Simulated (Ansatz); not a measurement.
## FeGe: pressure against volume

FeGe, P6/mmm, a = 4.899 Å, c = 3.975 Å. The structure is a Materials Project entry; whether it is the stable form wasn't checked. Ansatz: PBEsol, PAW, 420 eV, Γ-centred 12×12×10 mesh on 6 atoms, Gaussian smearing 0.10 eV; collinear spin, largest moment 1.3 μB. Shape and atoms are relaxed at each volume; pressure is positive in compression.

```tsv
V (Å³/atom)	P (GPa)
12.945	12.03
13.358	5.48
13.771	0.00
14.184	-4.55
14.597	?
```

Question: Take V0 = 13.771 Å³/atom, fit the third-order Birch–Murnaghan form to the other rows, and predict the missing pressure.

Answer: With the Eulerian strain f = ½[(V0/V)^(2/3) − 1] and y = P/[3f(1 + 2f)^(5/2)], the form is the line y = B0 + 1.5 B0 (B0′ − 4) f. Rows (f, y): 0.02105, 171.8; 0.01025, 169.4; -0.00975, 163.4. Means f = 0.007183, y = 168.20; Σ(Δf)² = 0.0004884, ΣΔfΔy = 0.1349; the slope is their ratio. y = 166.2 + 276.2 f GPa, so B0 = 166.2 GPa and B0′ = 4 + 2 × (276.2)/(3 × 166.2) = 5.11. At V = 14.597, f = -0.01904, y = 160.94 and P = -8.34 GPa. The run gave -8.37 GPa, so the fit is 0.03 GPa too high, a small miss on the scale of the series. The form still works here, 33 % of the fitted range beyond its end. Note that the largest moment runs from 1.21 to 1.46 μB along the series.

The largest moment runs from 1.21 to 1.46 μB along the series, so B0 and B0′ hold the change of the moment too.

Only parallel moments were tried here.